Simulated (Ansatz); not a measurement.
**Question.** Name crystals whose computed values (LDA in the plane-wave PAW code Ansatz) fall in these windows: B₀ by P(V) fit (GPa) 110 to 140; highest Γ mode, no LO–TO term (cm⁻¹) 270 to 390.

**Answer.** 

| crystal | B₀ by P(V) fit (GPa) | highest Γ mode, no LO–TO term (cm⁻¹) |
|---|---|---|
| TiAl, CsCl type | 125 | 328 |
| MgCu2, cubic Laves (MgCu2 type) | 117 | 330 |
| ZrAl3, Cu3Au type | 113 | 332 |
| NbAl3, I4/mmm (Al on 2b, Al on 4d, Nb on 2a) | 138 | 363 |
| Al2Cu, I4/mcm (Al on 8h, Cu on 4a) | 115 | 331 |
Others may fit too.

Not the usual ambient phase: TiAl, CsCl type. Standing as an ambient phase not checked: MgCu2, cubic Laves (MgCu2 type); ZrAl3, Cu3Au type; NbAl3, I4/mmm (Al on 2b, Al on 4d, Nb on 2a). Perhaps ordered models of mixed-site phases: TiAl, CsCl type; ZrAl3, Cu3Au type; NbAl3, I4/mmm (Al on 2b, Al on 4d, Nb on 2a). Unstable at this level: TiAl, CsCl type. All cells were relaxed under the symmetry of their starts (and spin orders); stability against distortions was not tested throughout. Rows with no word on spin ran without spin polarisation. Spin–orbit coupling is left out wherever it is not named.

Potentials: the later of the program's two PAW sets.
